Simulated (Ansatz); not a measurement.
Values for one crystal, relaxed and computed with r²SCAN (plane waves, PAW; program Ansatz); other levels are named.

| Item | Result |
|---|---|
| Volume per atom | 10.02 Å³ |
| Band gap | 8.03 eV (direct) |
| Valence-band maximum | at Γ |
| Pressure derivative B′ | 4.2 |
| Bulk modulus (Birch–Murnaghan fit) | 116 GPa |
| Electron effective mass | 0.51 mₑ (isotropic) |
| Conduction-band minimum | at Γ |

Question: Which compound is it?
A) Rb2FeF4, I4/mmm (Rb on 4e, Fe on 2a, F on 4e, F on 4c)
B) MgF2, Pa-3 (Mg on 4a, F on 8c)
C) K2MgH4, I4/mmm (K on 4e, Mg on 2a, H on 4c, H on 4e)
D) RbVF3, cubic perovskite

Answer: B, MgF2, Pa-3 (Mg on 4a, F on 8c)

The first step of the workflow began from a Materials Project structure, measured or hypothetical; the Crystallography Open Database copy checked does not list it. It is not the phase usual at ambient conditions (space group No. 136). Symmetry was held in the r²SCAN relaxation; whether a distortion lowers the energy is not shown.

Potentials: the later of the program's two PAW sets.
